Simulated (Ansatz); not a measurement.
V2SiB2 in space group P-6m2 (No. 187; V on 2h, Si on 1a, B on 1b, B on 1f) at seven volumes, the program Ansatz at the r²SCAN level (PAW), shape and atoms relaxed at each. One row is withheld.

```
V (Å³/atom)  P (GPa)
-----------  -------
9.161          26.23
9.463          16.12
9.765           7.45
10.067          0.00
10.369         -6.39
10.671             ?
10.973        -16.55
```

Question: Fit the shown pressures and predict the withheld one.

Answer: Third-order Birch–Murnaghan: P = (3/2)B₀(x^(7/2) − x^(5/2))[1 + (3/4)(B′ − 4)(x − 1)] with x = (V₀/V)^(2/3). Least squares on the six rows gives V₀ = 10.067 Å³/atom, B₀ = 229.2 GPa, B′ = 4.10. At V = 10.671, x = 0.9619 and P = -11.85 GPa. The run itself gave -11.87 GPa.

The start of the workflow was typed in or built on a structure type; neither database checked (COD, Materials Project) lists it. Whether it is the stable phase at ambient conditions was not checked. The cell was relaxed with r²SCAN under the symmetry of its start; its stability against distortions is not shown here. The workflow began spin-polarised and lost its moments.

Potentials: the earlier of the program's two PAW sets.
